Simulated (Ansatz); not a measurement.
SiB2Ir2 in Ansatz, relaxation

Launch command:

```bash
ansatz run input.yaml --threads 2 --pin off --max-ram 2560MiB --backend cpu --events-out ev --progress --plain --runs-dir out
```

The input file (Ansatz 0.2.0, plane waves):

```yaml
crystal:
  lattice:
    - [0.0, 3.520502, 0.0]
    - [3.520502, 0.0, 0.0]
    - [1.760251, 1.760251, -5.102715]
  atoms:
    - { symbol: Ir, position: [0.75, 0.25, 0.5] }
    - { symbol: Ir, position: [0.25, 0.75, 0.5] }
    - { symbol: B, position: [0.375, 0.375, 0.25] }
    - { symbol: B, position: [0.625, 0.625, 0.75] }
    - { symbol: Si, position: [0.0, 0.0, 0.0] }
  symmetry: { tolerance: 0.0003 }
kpoints:
  mp_grid: { grid: [6, 6, 6], shift: [0, 0, 0] }
magnetization:
  spin_polarized: false
scf:
  occupations: { method: cold, width: 0.0109 }
  lower_state_search: "off"
hamiltonian:
  pseudopotentials: { kind: paw }
  xc: r2scan
basis:
  ecutwfc: 500
  fft_grid_basis: typed
relax:
  max_steps: 60
  cell: { p_target: 0.0 }
output:
  forces: true
  stress: true
  eigenvalues: true
  bader: true
  populations: true
  elf: true
  write_potential: true
  volumetric_format: npy
  dos:
    e_range: [-12, 8]
    de: 0.05
    projected: { site_lists: { B: [B], Ir: [Ir], Si: [Si] } }
  write_density: true
checkpoint:
  read: saved_state
```

Origin of the cell: a known structure type with other elements, at an estimated volume, so it need not be a known compound.

The saved state is a converged single point of the same cell.

Steps («new basis» is an SCF on plane waves selected anew at the same cell):

```csv
step,ΔF (meV/atom),max force component (eV/Å),P (GPa),volume (Å³),SCF iterations,step was
1,0.0,0.218,15.52,63.24,7,accepted
2,-248.6,0.637,-2.18,65.95,8,accepted
3,-370.6,0.083,-3.22,64.52,7,accepted
4,-485.4,0.618,-2.23,62.27,7,accepted
5,-616.1,1.566,-0.73,59.76,7,accepted
6,-736.9,1.367,3.86,57.04,7,accepted
7,-765.4,0.775,-1.70,57.55,7,accepted
8,-762.6,1.136,4.20,56.15,7,rejected
9,-770.6,0.055,-0.17,57.16,9,accepted
10,-770.6,0.005,-0.01,57.13,5,accepted
11,-771.3,0.005,0.01,57.13,7,new basis
12,-771.3,0.001,0.00,57.13,5,accepted
13,-771.3,0.001,0.00,57.13,5,new basis
```

Step 1, with forces in eV/Å:

```xyz
5
Lattice="0.000 3.521 0.000 3.521 0.000 0.000 1.760 1.760 -5.103" Properties=species:S:1:pos:R:3:forces:R:3 pbc="T T T" step=1
Ir    1.760    3.521   -2.551    0.000    0.000    0.000
Ir    3.521    1.760   -2.551    0.000    0.000    0.000
B     1.760    1.760   -1.276    0.000    0.000   -0.218
B     3.521    3.521   -3.827    0.000    0.000    0.218
Si    0.000    0.000    0.000    0.000    0.000    0.000
```

Step 2, with forces in eV/Å:

```xyz
5
Lattice="0.000 3.685 0.000 3.685 0.000 0.000 1.843 1.843 -4.856" Properties=species:S:1:pos:R:3:forces:R:3 pbc="T T T" step=2
Ir    1.843    3.685   -2.428    0.000    0.000    0.000
Ir    3.685    1.843   -2.428    0.000    0.000    0.000
B     1.843    1.843   -1.235    0.000    0.000   -0.637
B     3.685    3.685   -3.621    0.000    0.000    0.637
Si    0.000    0.000    0.000    0.000    0.000    0.000
```

Step 3, with forces in eV/Å:

```xyz
5
Lattice="0.000 3.740 0.000 3.740 0.000 0.000 1.870 1.870 -4.612" Properties=species:S:1:pos:R:3:forces:R:3 pbc="T T T" step=3
Ir    1.870    3.740   -2.306    0.000    0.000    0.000
Ir    3.740    1.870   -2.306    0.000    0.000    0.000
B     1.870    1.870   -1.171    0.000    0.000   -0.083
B     3.740    3.740   -3.441    0.000    0.000    0.083
Si    0.000    0.000    0.000    0.000    0.000    0.000
```

Step 4, with forces in eV/Å:

```xyz
5
Lattice="0.000 3.778 0.000 3.778 0.000 0.000 1.889 1.889 -4.363" Properties=species:S:1:pos:R:3:forces:R:3 pbc="T T T" step=4
Ir    1.889    3.778   -2.182    0.000    0.000    0.000
Ir    3.778    1.889   -2.182    0.000    0.000    0.000
B     1.889    1.889   -1.090    0.000    0.000    0.618
B     3.778    3.778   -3.274    0.000    0.000   -0.618
Si    0.000    0.000    0.000    0.000    0.000    0.000
```

Step 5, with forces in eV/Å:

```xyz
5
Lattice="0.000 3.811 0.000 3.811 0.000 0.000 1.906 1.906 -4.114" Properties=species:S:1:pos:R:3:forces:R:3 pbc="T T T" step=5
Ir    1.906    3.811   -2.057    0.000    0.000    0.000
Ir    3.811    1.906   -2.057    0.000    0.000    0.000
B     1.906    1.906   -0.996    0.000    0.000    1.566
B     3.811    3.811   -3.118    0.000    0.000   -1.566
Si    0.000    0.000    0.000    0.000    0.000    0.000
```

Step 6, with forces in eV/Å:

```xyz
5
Lattice="0.000 3.842 0.000 3.842 0.000 0.000 1.921 1.921 -3.865" Properties=species:S:1:pos:R:3:forces:R:3 pbc="T T T" step=6
Ir    1.921    3.842   -1.932    0.000    0.000    0.000
Ir    3.842    1.921   -1.932    0.000    0.000    0.000
B     1.921    1.921   -0.890    0.000    0.000    1.367
B     3.842    3.842   -2.975    0.000    0.000   -1.367
Si    0.000    0.000    0.000    0.000    0.000    0.000
```

Step 7, with forces in eV/Å:

```xyz
5
Lattice="0.000 3.937 0.000 3.937 0.000 0.000 1.968 1.968 -3.713" Properties=species:S:1:pos:R:3:forces:R:3 pbc="T T T" step=7
Ir    1.968    3.937   -1.856    0.000    0.000    0.000
Ir    3.937    1.968   -1.856    0.000    0.000    0.000
B     1.968    1.968   -0.857    0.000    0.000    0.775
B     3.937    3.937   -2.856    0.000    0.000   -0.775
Si    0.000    0.000    0.000    0.000    0.000    0.000
```

Step 9, with forces in eV/Å:

```xyz
5
Lattice="0.000 3.915 0.000 3.915 0.000 0.000 1.958 1.958 -3.729" Properties=species:S:1:pos:R:3:forces:R:3 pbc="T T T" step=9
Ir    1.958    3.915   -1.865    0.000    0.000    0.000
Ir    3.915    1.958   -1.865    0.000    0.000    0.000
B     1.958    1.958   -0.835    0.000    0.000    0.055
B     3.915    3.915   -2.894    0.000    0.000   -0.055
Si    0.000    0.000    0.000    0.000    0.000    0.000
```

Step 13, with forces in eV/Å:

```xyz
5
Lattice="0.000 3.913 0.000 3.913 0.000 0.000 1.957 1.957 -3.731" Properties=species:S:1:pos:R:3:forces:R:3 pbc="T T T" step=13
Ir    1.957    3.913   -1.865    0.000    0.000    0.000
Ir    3.913    1.957   -1.865    0.000    0.000    0.000
B     1.957    1.957   -0.834    0.000    0.000    0.001
B     3.913    3.913   -2.897    0.000    0.000   -0.001
Si    0.000    0.000    0.000    0.000    0.000    0.000
```

| Item | Value |
| --- | --- |
| Free energy lowered by | 771.3 meV/atom |
| Volume change | -9.67 % |
| Final pressure | 0.00 GPa |
| Relaxation steps listed | 13 |
| Formation energy (elements under the same functional, gases as molecules, uncorrected) | -0.009 eV/atom |

Caveats: no moments, though an odd count or open d shells may carry them; no spin-orbit coupling, though heavy elements are present; the k mesh is coarse if the cell is a metal; the relaxation held the start's symmetry, so the end may be a saddle point.

It ran for 81 s on 2 threads of Arm Neoverse V1 (shared host), peak memory 0.54 GiB, from a saved density.
